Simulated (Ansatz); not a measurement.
Fe (bcc, W type)

```xyz
1
Lattice="-1.3935 1.3935 1.3935 1.3935 -1.3935 1.3935 1.3935 1.3935 -1.3935" Properties=species:S:1:pos:R:3 pbc="T T T"
Fe     0.0000     0.0000     0.0000
```

Two coordinates are scanned: the volume, and the ratio of the stretch along z (the conventional c axis) to the stretch across it. Atoms keep their fractional coordinates.

All values below come from PBEsol (plane waves to 420 eV, PAW, scalar-relativistic; Ansatz, a quantum-chemistry and plane-wave program). k mesh 23×23×23 (Γ-centred), Fermi-Dirac smearing 0.05 eV. Stress and pressure are positive under compression. With partly filled bands, the response to shear is sensitive to the k mesh, so small differences along c/a are uncertain. Fe was relaxed with its symmetry unable to fall. Relaxed Fe ends ferromagnetic. Other magnetic orders were not checked, so this need not be the ground state. The last digit holds for this mesh only.

Changes of σxx (GPa) from the point V/V₀ = 1.000, (c/a)/(c/a)₀ = 1.000 when one coordinate moves alone (two changes are said to add if the coupling is within 5 % of the smaller one, nearly so within 20 %):

```
point                               change
----------------------------------  ------
V/V₀ = 1.000, (c/a)/(c/a)₀ = 0.880   -5.78
V/V₀ = 1.000, (c/a)/(c/a)₀ = 0.940   -3.08
V/V₀ = 0.920, (c/a)/(c/a)₀ = 1.000   23.04
V/V₀ = 0.960, (c/a)/(c/a)₀ = 1.000    9.92
V/V₀ = 1.040, (c/a)/(c/a)₀ = 1.000   -7.87
V/V₀ = 1.080, (c/a)/(c/a)₀ = 1.000  -14.41
V/V₀ = 1.000, (c/a)/(c/a)₀ = 1.060    3.00
V/V₀ = 1.000, (c/a)/(c/a)₀ = 1.120    5.66
```

**Question.** What is the change at V/V₀ = 1.040, (c/a)/(c/a)₀ = 1.060, where both move, and how far is it from the sum?

**Answer.** The sum of the single changes is -7.87 + (3.00) = -4.87; the calculation gives -5.22, so the coupling contributes -0.35 (under 20 % of the smaller single change, nearly additive).

**Question.** What is the change at V/V₀ = 1.080, (c/a)/(c/a)₀ = 0.880, where both move, and how far is it from the sum?

**Answer.** The sum of the single changes is -14.41 + (-5.78) = -20.19; the calculation gives -16.94, so the coupling contributes 3.25 (over 20 % of the smaller single change, not additive).

**Question.** What is the change at V/V₀ = 1.040, (c/a)/(c/a)₀ = 1.120, where both move, and how far is it from the sum?

**Answer.** The sum of the single changes is -7.87 + (5.66) = -2.21; the calculation gives -2.82, so the coupling contributes -0.61 (under 20 % of the smaller single change, nearly additive).

(A scan under strain: stresses follow from slopes of the energy per volume, elastic moduli from its curvatures.)
